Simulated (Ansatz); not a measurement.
Values for one crystal, relaxed and computed with the program Ansatz at the r²SCAN level (PAW); other levels are named.

* **Volume per atom**: 14.42 Å³
* **Band gap**: 4.57 eV (indirect)
* **Gap with spin–orbit coupling**: 3.96 eV
* **Conduction-band minimum**: on the Γ–H line, 54 % of the way from Γ (6 equivalent valleys)
* **Bulk modulus (Birch–Murnaghan fit)**: 63.9 GPa
* **Electron effective mass**: 1.7, 1.7, 1.8 mₑ (principal values)
* **Pressure derivative B′**: 7.2

Which of these materials gives this?
A. Si3Bi4O12, I-43d (Si on 12a, Bi on 16c, O on 48e)
B. SnO2, rutile
C. SiRu, P2_13 (Si on 4a, Ru on 4a)
D. As2O3, P2_1/c (Pearson symbol mP20)

A, Si3Bi4O12, I-43d (Si on 12a, Bi on 16c, O on 48e)

The workflow started from a Materials Project entry (that database holds measured and hypothetical structures alike); the Crystallography Open Database files this formula in space group No. 220, but the cells were not matched. Whether it is the stable phase at ambient conditions was not checked. Symmetry was held in the r²SCAN relaxation; its stability against distortions is not shown here. Spin–orbit coupling is left out wherever it is not named.

Potentials: the later of the program's two PAW sets.
